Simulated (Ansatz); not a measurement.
Consider the following.

Y3Si5:
Space group P-62m (No. 189); a = 6.6405 Å, b = 6.6405 Å, c = 4.1647 Å, α = 90.00°, β = 90.00°, γ = 120.00°

| atom | site | symmetry | x | y | z |
|---|---|---|---|---|---|
| Y | 3f | m2m | 0.0000 | 0.6493 | 0.0000 |
| Si | 2d | -6.. | 0.3333 | 0.6667 | 0.5000 |
| Si | 3g | m2m | 0.7168 | 0.7168 | 0.5000 |

This is the r²SCAN-relaxed structure.

Task: All from plane-wave PAW r²SCAN (Ansatz code), unless another level is named. Give the electronic character.

Result: metallic (no gap).

Task: Predict the formation energy from the elements (no fitted shifts).

Result: -0.72 eV/atom.

Task: What about the density of states at the Fermi level?

Result: 0.29 states/eV per atom (mean over ±0.08 eV).

Task: Give the gap with spin–orbit coupling.

Result: none (metallic).

The start of the workflow was typed in or built on a structure type; neither database checked (COD, Materials Project) lists it. Its standing as an ambient phase is unchecked. Symmetry was held in the r²SCAN relaxation; whether a distortion lowers the energy is not shown. The run is not spin-polarised. The references are the lowest solids computed at this level, not always the standard phases. Spin–orbit coupling is left out wherever it is not named.

Potentials: the earlier of the program's two PAW sets.
